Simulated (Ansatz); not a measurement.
CaTiO3:
```cif
data_CaO3Ti
_chemical_formula_sum 'Ca1 Ti1 O3'
_space_group_name_H-M_alt 'P 1'
_space_group_IT_number 1
_cell_length_a 3.80371
_cell_length_b 3.80371
_cell_length_c 3.80371
_cell_angle_alpha 90.000
_cell_angle_beta 90.000
_cell_angle_gamma 90.000
loop_
_space_group_symop_operation_xyz
  'x, y, z'
loop_
_atom_site_label
_atom_site_type_symbol
_atom_site_fract_x
_atom_site_fract_y
_atom_site_fract_z
_atom_site_occupancy
Ca1 Ca 0.50000 0.50000 0.50000 1
Ti1 Ti 0.00000 0.00000 0.00000 1
O1 O 0.00000 0.50000 0.00000 1
O2 O 0.50000 0.00000 0.00000 1
O3 O 0.00000 0.00000 0.50000 1
```

Relaxed with LDA.

Problem. Which orbitals make up the states near the band edges in plane-wave PAW LDA (Ansatz code)?

Solution. Top 1 eV of the valence band: O 2p 96 %. Bottom 1 eV of the conduction band: Ti 3d 88 %, O 2p 9 %. Projections are on Löwdin-orthogonalised atomic valence shells; empty p or d shells of many metals are not among them.

Problem. Tabulate the density of states.

Solution. States/eV per cell of 5 atoms, in 0.25 eV bins, energy from the valence-band maximum.

| E (eV) | total | O 2p | Ti 3d | Ca 4s |
|---|---|---|---|---|
| -5.38 | 0.00 | 0.00 | 0.00 | 0.00 |
| -5.13 | 0.48 | 0.33 | 0.12 | 0.03 |
| -4.88 | 1.73 | 1.21 | 0.39 | 0.07 |
| -4.63 | 5.67 | 3.96 | 1.21 | 0.11 |
| -4.38 | 4.64 | 3.25 | 1.10 | 0.07 |
| -4.13 | 4.14 | 2.98 | 0.91 | 0.06 |
| -3.88 | 3.96 | 2.97 | 0.77 | 0.04 |
| -3.63 | 4.14 | 3.19 | 0.72 | 0.03 |
| -3.38 | 5.53 | 4.43 | 0.81 | 0.02 |
| -3.13 | 5.68 | 4.72 | 0.66 | 0.01 |
| -2.88 | 2.62 | 2.12 | 0.35 | 0.01 |
| -2.63 | 1.79 | 1.45 | 0.23 | 0.01 |
| -2.38 | 1.84 | 1.54 | 0.17 | 0.02 |
| -2.13 | 3.47 | 3.03 | 0.17 | 0.06 |
| -1.88 | 2.35 | 2.09 | 0.11 | 0.03 |
| -1.63 | 3.36 | 3.04 | 0.15 | 0.02 |
| -1.38 | 4.05 | 3.69 | 0.18 | 0.02 |
| -1.13 | 5.62 | 5.16 | 0.24 | 0.01 |
| -0.88 | 4.89 | 4.58 | 0.14 | 0.01 |
| -0.63 | 2.75 | 2.63 | 0.04 | 0.00 |
| -0.38 | 1.94 | 1.90 | 0.01 | 0.00 |
| -0.13 | 1.34 | 1.32 | 0.00 | 0.00 |
| 0.12 | 0.00 | 0.00 | 0.00 | 0.00 |
| 0.37 | 0.00 | 0.00 | 0.00 | 0.00 |
| 0.62 | 0.00 | 0.00 | 0.00 | 0.00 |
| 0.87 | 0.00 | 0.00 | 0.00 | 0.00 |
| 1.12 | 0.00 | 0.00 | 0.00 | 0.00 |
| 1.37 | 0.00 | 0.00 | 0.00 | 0.00 |
| 1.62 | 0.00 | 0.00 | 0.00 | 0.00 |
| 1.87 | 0.04 | 0.00 | 0.04 | 0.00 |
| 2.12 | 0.58 | 0.02 | 0.53 | 0.00 |
| 2.37 | 0.94 | 0.07 | 0.84 | 0.00 |
| 2.62 | 1.14 | 0.12 | 0.98 | 0.00 |
| 2.87 | 1.37 | 0.18 | 1.13 | 0.00 |
| 3.12 | 1.57 | 0.24 | 1.26 | 0.01 |
| 3.37 | 2.08 | 0.35 | 1.61 | 0.02 |
| 3.62 | 2.49 | 0.45 | 1.88 | 0.03 |
| 3.87 | 3.86 | 0.76 | 2.84 | 0.06 |
| 4.12 | 5.86 | 1.19 | 4.21 | 0.12 |
| 4.37 | 2.79 | 0.51 | 1.90 | 0.10 |
| 4.62 | 1.26 | 0.24 | 0.80 | 0.03 |
| 4.87 | 0.47 | 0.03 | 0.16 | 0.00 |
| 5.12 | 1.03 | 0.03 | 0.49 | 0.00 |
| 5.37 | 1.45 | 0.07 | 0.67 | 0.01 |
| 5.62 | 1.91 | 0.12 | 0.79 | 0.04 |
| 5.87 | 2.91 | 0.18 | 1.00 | 0.09 |
| 6.12 | 5.05 | 0.26 | 0.94 | 0.18 |
| 6.37 | 8.29 | 0.38 | 0.77 | 0.37 |

Space group Pm-3m (cubic perovskite). The first step of the workflow began from a Materials Project structure, measured or hypothetical; the Crystallography Open Database files this formula in space group No. 221, but the cells were not matched. Whether it is the stable phase at ambient conditions was not checked. The cell was relaxed with LDA under the symmetry of its start. At this level the phase is dynamically unstable (imaginary phonons). The run is not spin-polarised.

Potentials: the later of the program's two PAW sets.
